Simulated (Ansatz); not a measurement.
NbAs:
Space group I4₁md (No. 109); a = b = 3.457 Å, c = 11.764 Å, α = β = γ = 90.00°

| atom | site | symmetry | x | y | z |
|---|---|---|---|---|---|
| Nb | 4a | 2mm. | 0.0000 | 0.0000 | 0.7496 |
| As | 4a | 2mm. | 0.0000 | 0.0000 | 0.1674 |
(The calculation used a cell of 4 atoms; values per cell refer to that cell.)

Relaxed at zero pressure with r²SCAN in the plane-wave PAW code Ansatz.

The volume is raised by 6 % and shape and atoms relax at that volume. What pressure results, and how do the axes share the change?

-8.7 GPa; a 1.6 %, b 1.6 %, c 2.7 %; the energy rises by 30 meV/atom.

Give the new structure.


Space group I4₁md (No. 109); a = 3.513 Å, b = 3.513 Å, c = 12.076 Å, α = 90.00°, β = 90.00°, γ = 90.00°

```csv
atom,site,symmetry,x,y,z
Nb,4a,2mm.,0.0000,0.0000,0.7499
As,4a,2mm.,0.0000,0.0000,0.1671
```

The phase is kept; no other phase was compared at this pressure.

Space group I4_1md. The r²SCAN relaxation kept the symmetry of its start. The run is not spin-polarised.

Potentials: the earlier of the program's two PAW sets.
